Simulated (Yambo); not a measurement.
G0W0@LDA for CaB2C2 (space group I4/mcm, No. 140) in Yambo. Reference settings: 4×4×4 Γ-centred k mesh, 118 bands and a 6 Ry block in the screening, 118 bands in G with the Bruneval-Gonze terminator, plasmon pole fitted at 27.2 eV. The LDA gap (0, 0, 0.25) → Z on this mesh is 0.60 eV; G0W0 gaps are taken between the same points.

Gap ((0, 0, 0.25) → Z) in eV against the number of bands and the screening block, terminator on:

```json
[
 {"bands (W and G)": "37", "2 Ry": "1.222", "3 Ry": "1.225", "4 Ry": "1.233", "5 Ry": "1.232", "6 Ry": "1.233"},
 {"bands (W and G)": "52", "2 Ry": "1.036", "3 Ry": "1.042", "4 Ry": "1.063", "5 Ry": "1.067", "6 Ry": "1.071"},
 {"bands (W and G)": "71", "2 Ry": "0.990", "3 Ry": "0.999", "4 Ry": "1.031", "5 Ry": "1.038", "6 Ry": "1.045"},
 {"bands (W and G)": "93", "2 Ry": "0.962", "3 Ry": "0.971", "4 Ry": "1.005", "5 Ry": "1.014", "6 Ry": "1.023"},
 {"bands (W and G)": "118", "2 Ry": "0.949", "3 Ry": "0.956", "4 Ry": "0.993", "5 Ry": "1.004", "6 Ry": "1.012"}
]
```

Rough cost of the Yambo step against the reference (shared machines):

```csv
bands (W and G),2 Ry,3 Ry,4 Ry,5 Ry,6 Ry
37,1/6,1/6,1/6,1/6,1/5
52,1/4,1/4,1/3,1/4,1/3
71,1/3,1/2,1/2,1/2,~1
93,~1,~1,~1,~1,~1
118,~1,~1,~1,~1,1
```

At the largest block the last step in bands moves the gap by -0.011 eV; at the most bands the last step in the block moves it by 0.008 eV.

The mesh misses a band edge: along a dense path the LDA gap is 0.52 eV against 0.60 eV on the mesh.

Geometry of the Materials Project entry, not relaxed at this level; primitive cell a = b = c = 5.293 Å, α = β = 119.31°, γ = 91.19°.

The structure is a Materials Project entry; no match was found in the copy of COD used, and its stability was not checked.
